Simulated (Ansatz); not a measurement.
# Ge: opening a crack plane

Ge, P6_3/mmc, a = 4.003 Å, c = 13.153 Å. This isn't the element's structure at ambient conditions. Ansatz: r2SCAN, PAW, 500 eV, Γ-centred 10×10×3 mesh on 8 atoms, Gaussian smearing 0.03 eV; no spin polarisation. One cut on (001) per cell of 8 atoms is opened rigidly by x, between planes of Ge and Ge that stand 2.48 Å apart; y is the energy per area (13.880 Å², 1 eV/Å² = 16.02 J/m²).

| x (Å) | y (J/m²) |
| --- | --- |
| 0.00 | 0.000 |
| 0.25 | ? |
| 0.50 | 0.582 |
| 0.75 | 1.007 |
| 1.00 | 1.399 |
| 1.50 | 2.011 |
| 2.00 | 2.393 |
| 3.00 | 2.685 |
| 4.50 | 2.728 |
| 6.00 | 2.730 |

Problem. Fit the universal binding curve y = W[1 − (1 + x/l) e^(−x/l)] to the other rows, give the peak stress, and predict the missing value.

Solution. Least squares gives W = 2.75 J/m² and l = 0.581 Å. The stress dy/dx peaks at x = l with W/(e l) = 17.4 GPa, for rigid faces. At x = 0.25: x/l = 0.430, y = 0.192 J/m². The run gave 0.193 J/m², so the fit is 0.001 J/m² too low, within the rms miss on the fitted rows (0.019 J/m²).

Cost: 12 runs of about 8.6 core-minutes in all, on Oxide Virtual Turin-like Processor (Zen 5) (shared hosts).